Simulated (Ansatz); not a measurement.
TiRh3:
```xyz
4
Lattice="3.8206 0.0000 0.0000 0.0000 3.8206 0.0000 0.0000 0.0000 3.8206" Properties=species:S:1:pos:R:3 pbc="T T T"
Ti     0.0000     0.0000     0.0000
Rh     0.0000     1.9103     1.9103
Rh     1.9103     0.0000     1.9103
Rh     1.9103     1.9103     0.0000
```

Relaxed with r²SCAN. Special points in fractions of this cell's reciprocal vectors: Γ (0.000, 0.000, 0.000); X (0.000, 0.500, 0.000); M (0.500, 0.500, 0.000); R (0.500, 0.500, 0.500).

Question: List the band energies nearest the Fermi level at these points for r²SCAN in the plane-wave PAW code Ansatz.

Answer: In eV from the Fermi level; about four levels below and three above (degenerate sets whole), none deeper than 8.9 eV; points with the same levels are listed once.

```tsv
k	below	above
Γ	-2.19 -2.19 -2.19 -0.30 -0.30	0.85 1.38 1.38 1.38
X	-1.31 -1.17 -1.17 -0.98	0.01 1.13 1.13
M	-1.65 -1.65 -1.15 -0.87 -0.74	1.53 1.53 1.72
R	-2.23 -2.23 -2.23 -1.67 -1.67	0.93 0.93 0.93
```

Space group Pm-3m (Cu3Au type). The workflow started from an entry of the Crystallography Open Database (COD). Whether it is the stable phase at ambient conditions was not checked. Symmetry was held in the r²SCAN relaxation; whether a distortion lowers the energy is not shown. No spin polarisation was allowed. Spin–orbit coupling is left out wherever it is not named.

Potentials: the later of the program's two PAW sets.
